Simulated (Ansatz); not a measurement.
The start is a generated cell, Hf placed in the bcc structure type. Cell shape, volume and atoms are optimised at zero target pressure with PBEsol (plane waves to 420 eV, PAW, scalar-relativistic; Ansatz, a program for electronic structure). The first steps use a coarse 13×13×13 k-mesh.

Input geometry:
```
CELL_PARAMETERS angstrom
     -1.77705     1.77705     1.77705
      1.77705    -1.77705     1.77705
      1.77705     1.77705    -1.77705
ATOMIC_POSITIONS crystal
  Hf 0.00000 0.00000 0.00000
```

**Question.** What pressure does the first self-consistent step give?

**Answer.** -5.1 GPa (negative: the cell is under tension).

**Question.** How much energy is released per atom?

**Answer.** 0.02 eV/atom.

**Question.** How does the volume per atom move from start to end?

**Answer.** -5.3 %, from 22.45 to 21.26 Å³/atom.

**Question.** How do the shortest distances between atoms change?

**Answer.** The closest pairs of elements (up to four, under 3.6 Å), start → end: Hf–Hf 3.08 → 3.02 Å.

The space group stays Im-3m (No. 229) (the run could not lower it); the end is bcc (W type), with 1 atom in the primitive cell. Final values are on a 19×19×19 k-mesh of the relaxed cell. No spin polarisation in the result.

The run could not lower the symmetry of its start; a shaken copy of this end point relaxes with PBEsol to P6₃/mmc (No. 194), 0.17 eV/atom lower.

This is a known allotrope of Hf, reached from a generated start. Known forms of Hf include space group No. 194.
